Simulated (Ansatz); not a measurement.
An Ansatz (an electronic-structure program) run. Input:

Ansatz 0.2 input:
```yaml
crystal:
  lattice:
    - [0.0, 1.9150346643, 1.9150346643]
    - [1.9150346643, 0.0, 1.9150346643]
    - [1.9150346643, 1.9150346643, 0.0]
  atoms:
    - { symbol: Ir, position: [0.0, 0.0, 0.0] }
kpoints:
  mp_grid: { grid: [38, 38, 38] }
hamiltonian:
  xc: pbesol
  pseudopotentials: { azcp: { folder: ./paw }, kind: paw }
scf:
  occupations: { method: fermi_dirac, width: 0.1 }
elastic: { mode: relaxed_ion, stencil: two_point, amplitude: 0.005, f_tol: 0.0005 }
```

Output (shortened):

```
Pseudopotentials: kind: paw
Pseudopotential: Ir, paw, valence charge 17
Functional definition: PBEsol
Crystal: 1 atoms, lattice volume = 14.046 Å³
Basis set: ecut = 420 eV, 283 PW (Γ), exchange–correlation on 40×40×40 points (8 copies of the dense FFT grid, shifted against one another)
Bands: 13, of which v1, the nominal top of the filled ones, is band 9 counted from 1 (8 counted from 0)
Symmetry: 48 space group operations
Space group: Fm-3m (ITA 225), of the structure as read, at distance tolerance 2.4e-5 Å
k-points: 1440 of 54872
PAW frozen core: Ir, regenerated for the run's functional, and the local potential with it
Initial density: superposition of atomic densities (chi_scale 0.1, normalization cell)
Initial wavefunctions: pseudopotential atomic-orbital guess
Eigensolver: davidson
Functional: x = pbesol(κ = 0.804, μ = 0.12345679012345678), c = pbesol(β = 0.046)
SCF iter   1: F=—  HF=-11800.564997 eV  |F-HF|=—  |Δ(HF+E_count)|=         —  Δρ=5.25e-2  dr2=2.91e-1  ethr=3.10e-3  ⟨swp⟩=5.0  Hψ=96292  notcnv=0
all-band conjugate gradients solve this SCF's bands
preconditioner: auto → none
SCF iter   2: F=—  HF=-11800.462477 eV  |F-HF|=—  |Δ(HF+E_count)|=   1.03e-1  Δρ=1.63e-2  dr2=8.15e-3  ethr=1.71e-3  ⟨swp⟩=2.7  Hψ=41346  notcnv=0
SCF iter   3: F=—  HF=-11800.459667 eV  |F-HF|=—  |Δ(HF+E_count)|=   2.81e-3  Δρ=7.45e-3  dr2=1.76e-3  ethr=4.79e-5  ⟨swp⟩=1.2  Hψ=20870  notcnv=0
SCF iter   4: F=—  HF=-11800.458990 eV  |F-HF|=—  |Δ(HF+E_count)|=   6.78e-4  Δρ=2.06e-4  dr2=1.92e-6  ethr=1.04e-5  ⟨swp⟩=1.0  Hψ=18720  notcnv=0
SCF iter   5: F=—  HF=-11800.458985 eV  |F-HF|=—  |Δ(HF+E_count)|=   5.18e-6  Δρ=3.65e-5  dr2=9.74e-8  ethr=1.13e-8  ⟨swp⟩=2.0  Hψ=31057  notcnv=0
SCF iter   6: F=—  HF=-11800.458985 eV  |F-HF|=—  |Δ(HF+E_count)|=   3.22e-8  Δρ=1.92e-6  dr2=2.44e-10  ethr=5.73e-10  ⟨swp⟩=2.2  Hψ=30590  notcnv=0
SCF iter   7: F=—  HF=-11800.458985 eV  |F-HF|=—  |Δ(HF+E_count)|=  5.46e-11  Δρ=1.69e-7  dr2=1.82e-12  ethr=1.44e-12  ⟨swp⟩=2.7  Hψ=32072  notcnv=0
SCF iter   8: F=-11800.458985 eV  HF=-11800.458985 eV  |F-HF|=7.28e-12  |Δ(HF+E_count)|=    0.00e0  Δρ=1.52e-8  dr2=5.26e-15  ethr=1.00e-12  ⟨swp⟩=4.1  Hψ=62121  notcnv=0
SCF 1 converged in 8 iterations: F = -11800.458985 eV  dr2 = 5.26e-15
density extrapolation: transplant  |δρ|_rms = 3.687e-2 e/Å³  SAD shift = 9.847e-3 e/Å³
Crystal: 1 atoms, lattice volume = 13.976 Å³
Symmetry: 16 space group operations
k-points: 3910 of 54872
Initial density: handed on by an earlier stage of this run
Initial wavefunctions: those handed on with the density
iter 1 solved again at ethr=4.55e-8 eV; its pass at ethr=3.10e-3 eV (dr2=7.74e-6 eV) is discarded
SCF iter   1: F=—  HF=-11800.458151 eV  |F-HF|=—  |Δ(HF+E_count)|=         —  Δρ=3.76e-4  dr2=8.39e-6  ethr=4.55e-8  ⟨swp⟩=3.1  Hψ=361950  notcnv=0
preconditioner: auto → none
SCF iter   2: F=—  HF=-11800.458151 eV  |F-HF|=—  |Δ(HF+E_count)|=   2.94e-7  Δρ=1.54e-4  dr2=7.54e-7  ethr=4.55e-8  ⟨swp⟩=2.5  Hψ=69641  notcnv=0
SCF iter   3: F=—  HF=-11800.458151 eV  |F-HF|=—  |Δ(HF+E_count)|=   2.22e-7  Δρ=4.39e-5  dr2=7.55e-8  ethr=4.44e-9  ⟨swp⟩=2.0  Hψ=79879  notcnv=0
SCF iter   4: F=—  HF=-11800.458151 eV  |F-HF|=—  |Δ(HF+E_count)|=   3.44e-8  Δρ=7.11e-6  dr2=1.62e-9  ethr=4.44e-10  ⟨swp⟩=2.3  Hψ=66189  notcnv=0
SCF iter   5: F=—  HF=-11800.458151 eV  |F-HF|=—  |Δ(HF+E_count)|=   1.47e-9  Δρ=9.46e-7  dr2=3.50e-11  ethr=9.52e-12  ⟨swp⟩=2.4  Hψ=80621  notcnv=0
SCF iter   6: F=-11800.458151 eV  HF=-11800.458151 eV  |F-HF|=5.46e-12  |Δ(HF+E_count)|=  1.82e-12  Δρ=3.56e-8  dr2=7.54e-14  ethr=1.00e-12  ⟨swp⟩=3.9  Hψ=199191  notcnv=0
SCF 2 converged in 6 iterations: F = -11800.458151 eV  dr2 = 7.54e-14
density extrapolation: first-order (α = -2.000)  |δρ|_rms = 3.687e-2 e/Å³  SAD shift = 9.770e-3 e/Å³
Crystal: 1 atoms, lattice volume = 14.116 Å³
iter 1 solved again at ethr=7.70e-10 eV; its pass at ethr=3.10e-3 eV (dr2=1.31e-7 eV) is discarded
SCF iter   1: F=—  HF=-11800.458400 eV  |F-HF|=—  |Δ(HF+E_count)|=         —  Δρ=2.01e-4  dr2=1.32e-7  ethr=7.70e-10  ⟨swp⟩=2.2  Hψ=326678  notcnv=0
preconditioner: auto → none
SCF iter   2: F=—  HF=-11800.458401 eV  |F-HF|=—  |Δ(HF+E_count)|=   1.40e-6  Δρ=1.00e-4  dr2=2.98e-8  ethr=7.70e-10  ⟨swp⟩=1.0  Hψ=50830  notcnv=0
SCF iter   3: F=—  HF=-11800.458401 eV  |F-HF|=—  |Δ(HF+E_count)|=   3.93e-7  Δρ=9.99e-6  dr2=3.50e-9  ethr=1.76e-10  ⟨swp⟩=1.4  Hψ=57472  notcnv=0
SCF iter   4: F=—  HF=-11800.458401 eV  |F-HF|=—  |Δ(HF+E_count)|=   1.71e-9  Δρ=2.70e-7  dr2=1.18e-12  ethr=2.06e-11  ⟨swp⟩=2.3  Hψ=75781  notcnv=0
SCF iter   5: F=-11800.458401 eV  HF=-11800.458401 eV  |F-HF|=0.00e0  |Δ(HF+E_count)|=  1.82e-12  Δρ=3.27e-8  dr2=3.01e-14  ethr=1.00e-12  ⟨swp⟩=4.2  Hψ=170084  notcnv=0
SCF 3 converged in 5 iterations: F = -11800.458401 eV  dr2 = 3.01e-14
density extrapolation: transplant  |δρ|_rms = 3.687e-2 e/Å³  SAD shift = 5.474e-3 e/Å³
Crystal: 1 atoms, lattice volume = 14.046 Å³
Symmetry: 8 space group operations
k-points: 7430 of 54872
iter 1 solved again at ethr=4.68e-8 eV; its pass at ethr=3.10e-3 eV (dr2=7.96e-6 eV) is discarded
SCF iter   1: F=—  HF=-11800.458676 eV  |F-HF|=—  |Δ(HF+E_count)|=         —  Δρ=3.83e-4  dr2=8.09e-6  ethr=4.68e-8  ⟨swp⟩=3.1  Hψ=658711  notcnv=0
preconditioner: auto → none
SCF iter   2: F=—  HF=-11800.458674 eV  |F-HF|=—  |Δ(HF+E_count)|=   1.74e-6  Δρ=1.80e-4  dr2=1.16e-6  ethr=4.68e-8  ⟨swp⟩=1.0  Hψ=96628  notcnv=0
SCF iter   3: F=—  HF=-11800.458674 eV  |F-HF|=—  |Δ(HF+E_count)|=   9.21e-8  Δρ=2.36e-5  dr2=1.44e-8  ethr=6.81e-9  ⟨swp⟩=1.1  Hψ=98113  notcnv=0
SCF iter   4: F=—  HF=-11800.458674 eV  |F-HF|=—  |Δ(HF+E_count)|=   5.21e-9  Δρ=3.17e-6  dr2=2.65e-10  ethr=8.47e-11  ⟨swp⟩=2.2  Hψ=125436  notcnv=0
SCF iter   5: F=—  HF=-11800.458674 eV  |F-HF|=—  |Δ(HF+E_count)|=  1.16e-10  Δρ=5.94e-7  dr2=4.30e-11  ethr=1.56e-12  ⟨swp⟩=2.3  Hψ=143026  notcnv=0
SCF iter   6: F=—  HF=-11800.458674 eV  |F-HF|=—  |Δ(HF+E_count)|=  9.09e-12  Δρ=1.07e-7  dr2=5.58e-13  ethr=2.53e-13 (applied; sched 1.00e-12)  ⟨swp⟩=2.4  Hψ=144306  notcnv=0
SCF iter   7: F=-11800.458674 eV  HF=-11800.458674 eV  |F-HF|=5.46e-12  |Δ(HF+E_count)|=  1.82e-12  Δρ=1.91e-8  dr2=2.26e-14  ethr=1.00e-12  ⟨swp⟩=4.0  Hψ=305296  notcnv=0
SCF 4 converged in 7 iterations: F = -11800.458674 eV  dr2 = 2.26e-14
density extrapolation: first-order (α = -2.000)  |δρ|_rms = 3.687e-2 e/Å³  SAD shift = 5.474e-3 e/Å³
Crystal: 1 atoms, lattice volume = 14.046 Å³
iter 1 solved again at ethr=3.10e-10 eV; its pass at ethr=3.10e-3 eV (dr2=5.27e-8 eV) is discarded
SCF iter   1: F=—  HF=-11800.458673 eV  |F-HF|=—  |Δ(HF+E_count)|=         —  Δρ=1.26e-4  dr2=5.33e-8  ethr=3.10e-10  ⟨swp⟩=2.5  Hψ=617183  notcnv=0
preconditioner: auto → none
SCF iter   2: F=—  HF=-11800.458674 eV  |F-HF|=—  |Δ(HF+E_count)|=   6.38e-7  Δρ=6.27e-5  dr2=1.20e-8  ethr=3.10e-10  ⟨swp⟩=1.0  Hψ=96590  notcnv=0
SCF iter   3: F=—  HF=-11800.458674 eV  |F-HF|=—  |Δ(HF+E_count)|=   1.42e-7  Δρ=6.55e-6  dr2=1.46e-9  ethr=7.07e-11  ⟨swp⟩=1.7  Hψ=117193  notcnv=0
SCF iter   4: F=—  HF=-11800.458674 eV  |F-HF|=—  |Δ(HF+E_count)|=  6.66e-10  Δρ=2.70e-7  dr2=2.12e-12  ethr=8.60e-12  ⟨swp⟩=2.3  Hψ=142392  notcnv=0
SCF iter   5: F=-11800.458674 eV  HF=-11800.458674 eV  |F-HF|=1.82e-12  |Δ(HF+E_count)|=  1.82e-12  Δρ=3.78e-8  dr2=5.05e-14  ethr=1.00e-12  ⟨swp⟩=4.5  Hψ=327938  notcnv=0
SCF 5 converged in 5 iterations: F = -11800.458674 eV  dr2 = 5.05e-14
SCF converged after 8 iterations
Free energy (F): -11800.458985 eV
Harris-Foulkes:  -11800.458985 eV  (|F-HF|=7.28e-12)
Internal energy: -11800.429146 eV  (E = F + TS)
E sigma→0 (E₀):  -11800.444065 eV
Entropy (-TS):   -0.029839 eV (-29.839 meV/atom)
Fermi energy:    25.846655 eV
--- Per-component energies (eV) ---
  E_band       = -82.577394
  E_kinetic    = 540.480975
  E_local      = -1091.745780  (includes V_loc(G=0)·N_el)
  E_nonlocal   = 193.055512
  E_hartree    = 407.642278
  E_xc         = -229.366422
  E_vxc        = -256.819428  (∫ρ·V_xc dr)
  E_paw        = -9129.958953  (= ΣΔE_a)
  E_vpaw       = -282.833592  (= ΣTr[D̂ρ^β])
  E_aug_tail   = 0.000361  (compensation charges beyond the density's cutoff)
  E_ewald      = -2490.802466
  E_core_change = 0.265348  (= ΣΔE_core)
  E_smearing   = -0.029839  (= −TS)
  E_closure    =  0.000000  (closes the sum)
  Σ components = -11800.458985   (vs F -11800.458985, Δ=0.00e0)
  [band-id]    e_kinetic+e_local+e_nonlocal+2·e_hartree+e_vxc+e_vpaw+e_augmentation_tail = -82.577394   (vs E_band -82.577394, Δ=-3.77e-7)
--- Forces (eV/Å), atoms counted from 1 ---
  atom   1  Ir     0.00000000     0.00000000     0.00000000
  max |Σ_I F_I| component: 0.0 eV/Å
--- Stress (GPa, compression-positive) ---
        0.268481       0.000000       0.000000
        0.000000       0.268481       0.000000
        0.000000       0.000000       0.268481
  P = ⅓ Tr σ = 0.2685 GPa (2.685 kbar)
  The stress holds the Pulay correction. Without it, at fixed plane waves, as pw.x and ABINIT print it: P = 0.1917 GPa
  The stress includes an estimate of the error left by incomplete SCF convergence (largest component 0.0000 GPa).
--- Band table (eV; the first three rows and the last of 1440) ---
  k-point 0: bands = ["-67.1163", "-23.4943", "-23.4943", "-23.4943", "14.5999", "21.9159", "21.9159", "21.9159", "24.6645", "24.6645", "39.4157", "44.9493", "44.9493"]
  k-point 1: bands = ["-67.1158", "-23.5001", "-23.4951", "-23.4951", "14.6314", "21.8983", "21.9298", "21.9298", "24.6549", "24.6549", "39.4711", "44.7857", "45.0018"]
  k-point 2: bands = ["-67.1144", "-23.5172", "-23.4974", "-23.4974", "14.7253", "21.8473", "21.9705", "21.9705", "24.6278", "24.6278", "39.6343", "44.3549", "45.1584"]
  k-point 1439: bands = ["-67.0256", "-24.0508", "-24.0124", "-23.8037", "19.4879", "20.6627", "21.1698", "24.0484", "27.3837", "34.0274", "34.5956", "35.2037", "39.2139"]
  band table: 13 of 13 bands, residual norms ≤ 1.0e-3 eV
--- Elastic constants: 2 strain directions × 2 members + reference (group order 48) ---
  dense FFT box of the reference and of every strained cell: 20×20×20
  strains applied: 11, 23; error gains: componentwise 1.00 (the most a stress slope's error grows in a printed constant), spectral 1.73 (1 for all six strains …
  C = ∂σ_k/∂η_j (tension-positive GPa; Voigt order 11 22 33 23 13 12):
       646.830    257.437    257.437      0.000      0.000      0.000
       257.437    646.830    257.437      0.000      0.000      0.000
       257.437    257.437    646.830      0.000      0.000      0.000
         0.000      0.000      0.000    283.922      0.000      0.000
         0.000      0.000      0.000      0.000    283.922      0.000
         0.000      0.000      0.000      0.000      0.000    283.922
  reference stress σ⁰ (GPa):     -0.268     -0.268     -0.268      0.000      0.000      0.000
  C* (energy form; C + prestress term) asymmetry max|C*_kj − C*_jk| = 5.684e-14 GPa — a small one proves nothing (zero by symmetry where the batch's group is …
  moduli (Voigt/Reuss/Hill, GPa): K = 387.23/387.23/387.23   G = 248.23/239.94/244.09   E = 605.12   ν = 0.240
  mechanically stable: yes (min eigenvalue of sym C = 283.92 GPa)
  where every solve meets its electron count the energy-path curvature estimates C_jj along a normal strain and C_jj − ¼(σ⁰_aa + σ⁰_bb) along a shear (ab), of …
  strain η (Voigt 11):  stress-route row diagonal C_11 = 646.83 GPa, energy-path curvature d²(F+E_count+ΔE)/dδ²/Ω₀ = 646.85 GPa
         δ    σ_11 (GPa)             F (eV)   n_scf  n_hpsi   n_pw
    -5.000e-3      -3.5556      -11800.4581509       6  904747    290   relax 0 steps, max|allowed force component| 0.00e0 eV/Å
     5.000e-3       2.9127      -11800.4584015       5  728119    292   relax 0 steps, max|allowed force component| 0.00e0 eV/Å
  strain η (Voigt 23):  stress-route row diagonal C_44 = 283.92 GPa, energy-path curvature d²(F+E_count+ΔE)/dδ²/Ω₀ = 284.09 GPa
         δ    σ_23 (GPa)             F (eV)   n_scf  n_hpsi   n_pw
    -5.000e-3      -1.4196      -11800.4586737       7  1661320    290   relax 0 steps, max|allowed force component| 0.00e0 eV/Å
     5.000e-3       1.4196      -11800.4586737       5  1391084    290   relax 0 steps, max|allowed force component| 0.00e0 eV/Å
```

Cost: roughly 3 core-minutes on shared cores.

The PBEsol relaxation kept the symmetry of its start. No spin polarisation was allowed. As this level gives no gap, shear constants depend on the k-mesh and smearing (Fermi–Dirac, 0.1 eV here). Scalar-relativistic: spin–orbit coupling is off unless named, which matters more the heavier the elements.

Potentials: the earlier of the program's two PAW sets. The files were generated under PBE; for other functionals the program regenerates the frozen cores, and for LDA and PBEsol the local potential too.

Ansatz is a plane-wave DFT program.
